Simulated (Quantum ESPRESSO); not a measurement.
Zn2Ta4AlIn, input and log of a self-consistent run

Simulated, not a measurement. The program is pw.x of Quantum ESPRESSO 7.5 (plane-wave density functional theory). The cell is made up: eight metal atoms on a face-centred cubic lattice, with elements, volume, strain and displacements drawn at random and not relaxed, so it may be unstable or far from any real phase. PseudoDojo standard norm-conserving files set the functional (PBE unless stated); there is no spin polarisation or spin-orbit coupling, the Fermi-Dirac width of 0.25 eV means electrons at about 2900 K, and the masses in the input are unused placeholders. Heavy elements are run without spin-orbit coupling, which real alloys of them have. A spin test at this wide smearing found no moment, but such smearing suppresses magnetism that the real alloy may have.

Input:

```
&control calculation='scf', pseudo_dir='./dojo.nc.sr.pbe.v0_5.standard.upf', outdir='./o', disk_io='minimal', tprnfor=.true., tstress=.true. /
&system ibrav=0, nat=8, ntyp=4, nbnd=67, ecutwfc=84.00895049, nosym=.true., tot_charge=0,
 occupations='smearing', smearing='fd', degauss=0.0183746611
/
&electrons conv_thr=1.470e-08, electron_maxstep=70, mixing_beta=0.5 /
ATOMIC_SPECIES
Al 1.0 Al.upf
In 1.0 In.upf
Ta 1.0 Ta.upf
Zn 1.0 Zn.upf
CELL_PARAMETERS angstrom
0.0 2.0824 2.0824
-4.1648 2.0824 -2.0824
-4.1648 -6.2472 6.2472
ATOMIC_POSITIONS angstrom
Zn 0.0103 0.0337 0.0518
Ta -4.1992 -4.0843 4.1854
Al -4.18 -2.0574 2.0979
Ta -4.2697 -0.0641 0.0257
Ta -2.0744 -2.0483 4.1612
Zn -2.14 0.0046 2.1095
Ta -2.0303 2.1518 0.0314
In -6.2345 -2.0788 4.1545
K_POINTS automatic
8 5 3 1 1 1
```

The log is shortened where brackets say so; the opening notice, blank lines, dates and the lines on written files are dropped, and the path of the files is cut. It prints rydbergs, bohrs and kilobars, and counts compression as positive stress. Its total energy is the free energy E - TS of the whole cell.

```
     Program PWSCF v.7.5
     Parallel version (MPI & OpenMP), running on       4 processor cores
     Number of MPI processes:                 4
     Threads/MPI process:                     1
     [start-up lines left out]
     bravais-lattice index     =            0
     lattice parameter (alat)  =       5.5652  a.u.
     unit-cell volume          =     975.0100 (a.u.)^3
     number of atoms/cell      =            8
     number of atomic types    =            4
     number of electrons       =       108.00
     number of Kohn-Sham states=           67
     kinetic-energy cutoff     =      84.0090  Ry
     charge density cutoff     =     336.0358  Ry
     scf convergence threshold =      1.5E-08
     mixing beta               =       0.5000
     number of iterations used =            8  plain     mixing
     Exchange-correlation= PBE
                           (   1   4   3   4   0   0   0)
     [axes and pseudopotential details left out]
   Cartesian axes
     site n.     atom                  positions (alat units)
         1        Zn     tau(   1) = (   0.0034975   0.0114433   0.0175894  )
         2        Ta     tau(   2) = (  -1.4258945  -1.3868787   1.4212086  )
         3        Al     tau(   3) = (  -1.4193749  -0.6986177   0.7123700  )
         4        Ta     tau(   4) = (  -1.4498338  -0.0217660   0.0087268  )
         5        Ta     tau(   5) = (  -0.7043903  -0.6955277   1.4129911  )
         6        Zn     tau(   6) = (  -0.7266656   0.0015620   0.7163089  )
         7        Ta     tau(   7) = (  -0.6894155   0.7306725   0.0106623  )
         8        In     tau(   8) = (  -2.1170079  -0.7058844   1.4107161  )
     number of k points=    60  Fermi-Dirac smearing, width (Ry)=  0.0184
                       cart. coord. in units 2pi/alat
        k(    1) = (  -0.0824958   0.0324091   0.0559793), wk =   0.0333333
        k(    2) = (   0.0353553   0.1502602  -0.0618718), wk =   0.0333333
     [further k points left out]
     Dense  grid:   101483 G-vectors     FFT dimensions: (  36,  60, 108)
     Estimated max dynamical RAM per process >     380.57 MB
     Estimated total dynamical RAM >       1.41 GB
     Initial potential from superposition of free atoms
     starting charge     107.9897, renormalised to     108.0000
     Starting wfcs are   73 randomized atomic wfcs
     total cpu time spent up to now is        5.7 secs
     per-process dynamical memory:   295.8 Mb
     Self-consistent Calculation
     iteration #  1     ecut=    84.01 Ry     beta= 0.50
     Davidson diagonalization with overlap
     ethr =  1.00E-02,  avg # of iterations =  3.9
     total cpu time spent up to now is       20.7 secs
     total energy              =   -1493.76395274 Ry
     estimated scf accuracy    <       1.27974900 Ry
     iteration #  2     ecut=    84.01 Ry     beta= 0.50
     Davidson diagonalization with overlap
     ethr =  1.18E-03,  avg # of iterations =  5.8
     total cpu time spent up to now is       37.8 secs
     total energy              =   -1492.11435715 Ry
     estimated scf accuracy    <      37.47362013 Ry
     iteration #  3     ecut=    84.01 Ry     beta= 0.50
     Davidson diagonalization with overlap
     ethr =  1.18E-03,  avg # of iterations =  6.1
     total cpu time spent up to now is       53.9 secs
     total energy              =   -1494.36019660 Ry
     estimated scf accuracy    <       1.25793547 Ry
     iteration #  4     ecut=    84.01 Ry     beta= 0.50
     Davidson diagonalization with overlap
     ethr =  1.16E-03,  avg # of iterations =  2.0
     total cpu time spent up to now is       65.7 secs
     total energy              =   -1494.44570898 Ry
     estimated scf accuracy    <       0.18764700 Ry
     iteration #  5     ecut=    84.01 Ry     beta= 0.50
     Davidson diagonalization with overlap
     ethr =  1.74E-04,  avg # of iterations =  3.0
     total cpu time spent up to now is       78.5 secs
     total energy              =   -1494.45964814 Ry
     estimated scf accuracy    <       0.21653254 Ry
     [iterations 6 to 12 left out]
     iteration # 13     ecut=    84.01 Ry     beta= 0.50
     Davidson diagonalization with overlap
     ethr =  3.11E-10,  avg # of iterations =  2.5
     total cpu time spent up to now is      184.3 secs
     total energy              =   -1494.47417493 Ry
     estimated scf accuracy    <       0.00000065 Ry
     iteration # 14     ecut=    84.01 Ry     beta= 0.50
     Davidson diagonalization with overlap
     ethr =  3.11E-10,  avg # of iterations =  1.9
     total cpu time spent up to now is      195.7 secs
     total energy              =   -1494.47417498 Ry
     estimated scf accuracy    <       0.00000009 Ry
     iteration # 15     ecut=    84.01 Ry     beta= 0.50
     Davidson diagonalization with overlap
     ethr =  8.69E-11,  avg # of iterations =  2.0
     total cpu time spent up to now is      207.7 secs
     total energy              =   -1494.47417498 Ry
     estimated scf accuracy    <       0.00000002 Ry
     iteration # 16     ecut=    84.01 Ry     beta= 0.50
     Davidson diagonalization with overlap
     ethr =  2.19E-11,  avg # of iterations =  2.0
     total cpu time spent up to now is      219.7 secs
     total energy              =   -1494.47417499 Ry
     estimated scf accuracy    <       0.00000003 Ry
     iteration # 17     ecut=    84.01 Ry     beta= 0.50
     Davidson diagonalization with overlap
     ethr =  2.19E-11,  avg # of iterations =  1.0
     total cpu time spent up to now is      230.2 secs
     End of self-consistent calculation
     [lines on levels left out]
!    total energy              =   -1494.47417499 Ry
     estimated scf accuracy    <          6.1E-10 Ry
     smearing contrib. (-TS)   =      -0.09182408 Ry
     internal energy E=F+TS    =   -1494.38235091 Ry
     The total energy is F=E-TS. E is the sum of the following terms:
     one-electron contribution =    -859.48663851 Ry
     hartree contribution      =     476.76484017 Ry
     xc contribution           =    -250.36209322 Ry
     ewald contribution        =    -861.29845935 Ry
     convergence has been achieved in  17 iterations
     Forces acting on atoms (cartesian axes, Ry/au):
     atom    1 type  4   force =    -0.01519645   -0.00956748    0.00885630
     atom    2 type  3   force =     0.02021085   -0.01663068    0.00610840
     atom    3 type  1   force =     0.02129954    0.00781318   -0.00918389
     atom    4 type  3   force =     0.03238008    0.02742407   -0.01747143
     atom    5 type  3   force =    -0.01403894    0.00251430   -0.00466659
     atom    6 type  4   force =     0.00211317    0.00516818   -0.00755769
     atom    7 type  3   force =    -0.02139995   -0.02876978    0.02433222
     atom    8 type  2   force =    -0.02536831    0.01204821   -0.00041732
     Total force =     0.082512     Total SCF correction =     0.000151
     Computing stress (Cartesian axis) and pressure
          total   stress  (Ry/bohr**3)                   (kbar)     P=       -1.46
  -0.00001994   0.00000795  -0.00000271           -2.93        1.17       -0.40
   0.00000795   0.00000228   0.00002301            1.17        0.34        3.39
  -0.00000271   0.00002301  -0.00001208           -0.40        3.39       -1.78
     init_run     :      5.33s CPU      5.58s WALL (       1 calls)
     electrons    :    222.29s CPU    224.56s WALL (       1 calls)
     forces       :      2.52s CPU      2.55s WALL (       1 calls)
     stress       :      8.49s CPU      8.77s WALL (       1 calls)
     [timing details left out]
     PWSCF        :   3m58.78s CPU   4m 1.60s WALL
     JOB DONE.
```

In other units: free energy -20333.357 eV for the cell, pressure -0.15 GPa, largest force component 0.833 eV/Å in size. The run took 243 s of wall time with four MPI processes on a shared machine (Intel Xeon, 2023 or later, virtual cores), so the time is rough. A rerun of this cell at a higher cutoff and on a denser mesh moved values by no more than 0.002 eV in energy, 0.06 GPa in stress and 0.008 eV/Å in force, and a second program with other atomic files agreed on that cell to 2 % rms in force and 0.5 GPa in pressure.